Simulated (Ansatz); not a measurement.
MgTe (wurtzite)

```
CELL_PARAMETERS angstrom
      4.56033     0.00000     0.00000
     -2.28016     3.94936     0.00000
      0.00000     0.00000     7.41352
ATOMIC_POSITIONS crystal
  Mg 0.66667 0.33333 0.00097
  Mg 0.33333 0.66667 0.50097
  Te 0.66667 0.33333 0.62423
  Te 0.33333 0.66667 0.12423
```

This relaxed cell (volume V₀) is scaled evenly in all directions, its shape held. The atoms relax within the cell's symmetry.

All values below come from PBEsol (plane waves to 420 eV, PAW, scalar-relativistic; Ansatz, a program for electronic structure). k mesh 9×9×5 (Γ-centred), Fermi-Dirac smearing 0.05 eV. Energies are smeared free energies. MgTe was relaxed with its symmetry unable to fall. Spin-orbit coupling is left out, though Te is heavy. ΔE is measured from the relaxed starting cell.

Problem. Estimate the ΔE (eV/atom) for V/V₀ = 0.940, 0.950, 0.960, 0.980, 1.010, 1.060.

Solution. 
```csv
V/V₀,ΔE (eV/atom)
0.940,0.0151
0.950,0.0103
0.960,0.0065
0.980,0.0016
1.010,0.0004
1.060,0.0123
```

(A scan under strain: stresses follow from slopes of the energy per volume, elastic moduli from its curvatures.)
